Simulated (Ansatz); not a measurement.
The start is a relaxed TiRh cell, doubled along one cell vector, shaken by Gaussian noise of σ = 0.08 Å a coordinate. A full variable-cell relaxation at zero pressure is run with PBEsol (plane waves to 420 eV, PAW, scalar-relativistic; Ansatz, an electronic-structure program). The first steps use a coarse 4×7×12 k-mesh.

Input geometry:
```yaml
crystal:
  lattice:
    - [9.45910, 0.00000, 0.00000]
    - [0.00000, 4.72955, 0.00000]
    - [0.00000, 0.00000, 2.73887]
  atoms:
    - { symbol: Rh, position: [0.24601, 0.01636, 0.50080] }
    - { symbol: Rh, position: [0.73780, 0.97734, 0.51335] }
    - { symbol: Rh, position: [0.01037, 0.46718, 0.55790] }
    - { symbol: Rh, position: [0.49607, 0.50475, 0.46442] }
    - { symbol: Ti, position: [0.25214, 0.52384, 0.52467] }
    - { symbol: Ti, position: [0.73554, 0.49928, 0.51374] }
    - { symbol: Ti, position: [0.01193, 0.95963, 0.03969] }
    - { symbol: Ti, position: [0.51182, 0.99892, 0.02486] }
```

```json
{
  "relative_to_the_parent": "It does not go back: it reaches Pbam (No. 55), 0.43 eV/atom below the parent",
  "Shortest distances (start → end)": "The closest pairs of elements (up to four, under 3.6 Å), start → end: Rh–Ti 2.26 → 2.62 Å; Rh–Rh 2.74 → 2.90 Å; Ti–Ti 2.74 → 2.77 Å",
  "optimiser_moves": "25"
}
```

Final structure:

```cif
data_Rh4Ti4
_chemical_formula_sum 'Rh4 Ti4'
_space_group_name_H-M_alt 'Pbam'
_space_group_IT_number 55
_space_group_name_Hall '-P 2 2ab'
_cell_length_a 4.47860
_cell_length_b 8.90601
_cell_length_c 2.89508
_cell_angle_alpha 90.000
_cell_angle_beta 90.000
_cell_angle_gamma 90.000
loop_
_atom_site_label
_atom_site_type_symbol
_atom_site_symmetry_multiplicity
_atom_site_Wyckoff_symbol
_atom_site_fract_x
_atom_site_fract_y
_atom_site_fract_z
_atom_site_occupancy
Rh1 Rh 4 g 0.19083 0.13801 0.00000 1
Ti1 Ti 4 h 0.20465 0.38322 0.50000 1
```

Final values are on a 11×6×16 k-mesh of the relaxed cell. The start holds a very short contact (Rh–Ti 2.26 Å). No spin polarisation in the result.

Of the parent cell (P4/mmm (No. 123)): The first start was generated by a random draw of sites in a space group. A measured structure of TiRh has the same space group, P4/mmm (No. 123); the sites were not compared with it.

The relaxed structure here is a generated cell of TiRh: the first start was made by a random draw of sites in a space group, and the end was not matched to a known phase here, so it may be hypothetical.
